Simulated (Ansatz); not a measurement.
Sc (fcc (Cu type), space group No. 225) under volume change, r²SCAN in the plane-wave PAW code Ansatz, scaled uniformly.

| V (Å³/atom) | E − E(relaxed) (meV/atom) | P (GPa) |
|---|---|---|
| 22.855 | 37.1 | 5.57 |
| 23.609 | 15.8 | 3.50 |
| 24.362 | 3.8 | 1.65 |
| 25.116 | 0.0 | 0.00 |
| 25.869 | 3.6 | -1.49 |
| 26.623 | 13.8 | -2.83 |
| 27.376 | 29.9 | -4.02 |

Task: What does a third-order Birch–Murnaghan fit give for V₀, B₀ and B′?

Result: V₀ = 25.11 Å³/atom, B₀ = 52.4 GPa, B′ = 2.6.

Space group Fm-3m (fcc (Cu type)). The cell is a constructed one: a structure type filled with these elements; the Crystallography Open Database files this formula in space group No. 225, but the cells were not matched. It is not the phase usual at ambient conditions (space group No. 194). The cell was relaxed with r²SCAN under the symmetry of its start; whether a distortion lowers the energy is not shown. The run is not spin-polarised.

Potentials: the later of the program's two PAW sets.
